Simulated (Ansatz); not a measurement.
ZnS (zinc blende, space group No. 216), plane-wave PAW LDA (Ansatz code): ε∞ = 6.18, cell volume 37.15 Å³. Infrared-active transverse modes:

| ω_TO (cm⁻¹) | oscillator strength S_xx (e²/amu) |
|---|---|
| 290.7 | 0.1675 |

**Question.** Compute the static dielectric constant.

**Answer.** Each mode adds (4.921e7/V) S/ω²: 2.63. So ε0 = 8.80.

**Question.** What LO frequency does the Lyddane–Sachs–Teller relation give?

**Answer.** ω_LO = ω_TO √(ε0/ε∞) = 347 cm⁻¹.

Space group F-43m (zinc blende). Symmetry was held in the LDA relaxation; phonons on a q-mesh show no instability.

Potentials: the earlier of the program's two PAW sets.
